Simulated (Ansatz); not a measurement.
TiO2:
```
CELL_PARAMETERS angstrom
      4.80445     0.00000     0.00000
      0.00000     4.86676     0.00000
     -0.86515     0.00000     4.96648
ATOMIC_POSITIONS crystal
  Ti 0.27700 0.44548 0.71460
  Ti 0.72300 0.55452 0.28540
  Ti 0.72300 0.94548 0.78540
  Ti 0.27700 0.05452 0.21460
  O  0.44635 0.74204 0.96328
  O  0.55365 0.25796 0.03672
  O  0.55365 0.24204 0.53672
  O  0.44635 0.75796 0.46328
  O  0.06348 0.32225 0.35236
  O  0.93652 0.67775 0.64764
  O  0.93652 0.82225 0.14764
  O  0.06348 0.17775 0.85236
```

Relaxed with r²SCAN.

Question: Map the electron localisation function on the plane through (0.446, 0.742, 0.963) spanned by u = [1, 1, 0] and v = [1, -1, 1] in lattice vectors, from r²SCAN (plane waves, PAW; program Ansatz).

Answer: x is the fraction of u, y of v (the angle between them is 95°; rows are the nearest grid lines); atoms in the plane: Ti at (0.57, 0.26), O at (0.00, 0.00), O at (0.51, 0.49).
```
y \ x   0.000  0.0882  0.176  0.265  0.353  0.441  0.559  0.647  0.735  0.824  0.912   1.00
------  -----  ------  -----  -----  -----  -----  -----  -----  -----  -----  -----  -----
1.00    0.242   0.813  0.072  0.104  0.033  0.336  0.702  0.439  0.024  0.224  0.827  0.242
0.925   0.816   0.705  0.052  0.112  0.060  0.070  0.295  0.058  0.033  0.081  0.763  0.816
0.850   0.192   0.068  0.037  0.080  0.062  0.023  0.028  0.462  0.676  0.229  0.056  0.192
0.775   0.036   0.040  0.064  0.194  0.274  0.090  0.300  0.825  0.776  0.729  0.036  0.036
0.700   0.205   0.094  0.046  0.165  0.268  0.094  0.204  0.786  0.812  0.662  0.040  0.205
0.625   0.049   0.066  0.087  0.293  0.067  0.153  0.207  0.116  0.264  0.133  0.034  0.049
0.550   0.284   0.739  0.409  0.072  0.117  0.825  0.795  0.456  0.033  0.019  0.017  0.284
0.450   0.674   0.805  0.749  0.111  0.355  0.816  0.798  0.358  0.098  0.191  0.034  0.674
0.375   0.099   0.212  0.184  0.032  0.037  0.417  0.176  0.053  0.153  0.137  0.036  0.099
0.300   0.702   0.737  0.096  0.715  0.659  0.085  0.731  0.729  0.052  0.140  0.073  0.702
0.225   0.754   0.686  0.526  0.587  0.814  0.189  0.691  0.725  0.151  0.604  0.132  0.754
0.150   0.115   0.061  0.636  0.739  0.801  0.089  0.247  0.053  0.187  0.387  0.061  0.115
0.0750  0.835   0.684  0.092  0.445  0.224  0.135  0.532  0.230  0.047  0.059  0.629  0.835
0.000   0.242   0.813  0.072  0.104  0.033  0.336  0.702  0.439  0.024  0.224  0.827  0.242
```

The density is the valence pseudo-density with augmentation charge, so density and ELF within about 1 Å of a nucleus are not all-electron values.

Space group P2_1/c. The first step of the workflow began from a Materials Project structure, measured or hypothetical; the Crystallography Open Database files this formula in space group No. 14, but the cells were not matched. It is not the phase usual at ambient conditions (space group No. 61, 136, 141). The r²SCAN relaxation kept the symmetry of its start; of distortions, only those at the zone centre were tested. The run is not spin-polarised.

Potentials: the earlier of the program's two PAW sets.
